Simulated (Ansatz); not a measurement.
Si:
```cif
data_Si3
_chemical_formula_sum 'Si3'
_space_group_name_H-M_alt 'P 1'
_space_group_IT_number 1
_cell_length_a 3.89041
_cell_length_b 3.89041
_cell_length_c 4.12084
_cell_angle_alpha 90.000
_cell_angle_beta 90.000
_cell_angle_gamma 120.000
loop_
_space_group_symop_operation_xyz
  'x, y, z'
loop_
_atom_site_label
_atom_site_type_symbol
_atom_site_fract_x
_atom_site_fract_y
_atom_site_fract_z
_atom_site_occupancy
Si1 Si 0.50000 0.00000 0.00000 1
Si2 Si 0.00000 0.50000 0.33333 1
Si3 Si 0.50000 0.50000 0.66667 1
```

Relaxed with r²SCAN.

Task: Tabulate the valence density and the electron localisation function along the shortest Si–Si contact (2.38 Å), r²SCAN (plane waves, PAW; program Ansatz).

Result: 

| distance from Si (Å) | density (e/Å³) | ELF |
|---|---|---|
| 0.24 | 0.09 | 0.35 |
| 0.36 | 0.18 | 0.32 |
| 0.48 | 0.29 | 0.46 |
| 0.60 | 0.42 | 0.69 |
| 0.71 | 0.51 | 0.84 |
| 0.83 | 0.55 | 0.91 |
| 0.95 | 0.56 | 0.93 |
| 1.07 | 0.55 | 0.94 |
| 1.19 | 0.55 | 0.94 |
| 1.31 | 0.55 | 0.94 |
| 1.43 | 0.56 | 0.93 |
| 1.55 | 0.55 | 0.91 |
| 1.67 | 0.51 | 0.84 |
| 1.79 | 0.42 | 0.69 |
| 1.91 | 0.29 | 0.46 |
| 2.02 | 0.18 | 0.31 |
| 2.14 | 0.09 | 0.35 |

The density is the valence pseudo-density with augmentation charge, so density and ELF within about 1 Å of a nucleus are not all-electron values.

Space group P6_422. The start of the workflow was typed in or built on a structure type; neither database checked (COD, Materials Project) lists it. It is not the phase usual at ambient conditions (space group No. 227). Symmetry was held in the r²SCAN relaxation; its stability against distortions is not shown here.

Potentials: the later of the program's two PAW sets.
